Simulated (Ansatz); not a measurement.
MoS2: do energies and stresses tell the same story?

The calculation used DFT PBE+D3(BJ), scalar-relativistic, plane waves, PAW in Ansatz 0.2.0.

Cutoff 420 eV; k points 12×12×4 on the computed 6-atom cell (Γ-centred); Gaussian smearing, width 0.02 eV; no spin polarisation.

Relaxed cell: P6_3/mmc, a = 3.149 Å, b = 3.149 Å, c = 12.090 Å, α = 90.00°, β = 90.00°, γ = 120.00°, 6 atoms in the primitive cell.

Energies at zero smearing and pressures from the stress tensor, at volumes with shape and atoms relaxed:
| V (Å³/atom) | E − E(first) (meV/atom) | P (GPa) |
| --- | --- | --- |
| 15.229 | 0.00 | 11.14 |
| 15.748 | -29.42 | 7.20 |
| 16.267 | -47.48 | 4.09 |
| 16.787 | -56.72 | 1.73 |
| 17.306 | -59.36 | 0.02 |
| 17.825 | -57.33 | -1.18 |
| 18.344 | -52.24 | -1.93 |
| 19.036 | -42.95 | -2.37 |

Problem. Check P = −dE/dV between neighbouring volumes, and get the bulk modulus from the pressures alone.

Solution. With 1 eV/Å³ = 160.2 GPa:
```
middle V (Å³/atom)  −ΔE/ΔV (GPa) mean P (GPa)
            15.489         9.078         9.169
            16.008         5.575         5.645
            16.527         2.852         2.910
            17.046         0.814         0.873
            17.565        -0.629        -0.580
            18.085        -1.569        -1.553
            18.690        -2.150        -2.150
```

The two differ by 0.09 GPa at most. The mean of two end pressures misses the average over a step by about ΔV² P″/12, up to 0.08 GPa here; with that taken off 0.04 GPa remains, from the finite cutoff, the mesh or the relaxation's tolerance. Around V = 17.306 Å³/atom, the two neighbours give B = −V ΔP/ΔV = 17.306 × 2.91 / 1.038 = 48.4 GPa, against B0 = 46.2 GPa from the Birch–Murnaghan fit of the energies, which describes these points poorly (B0' = 11.1).

A ferromagnetic start lost its moments in a first run, so spin was left out; other magnetic orders weren't tried.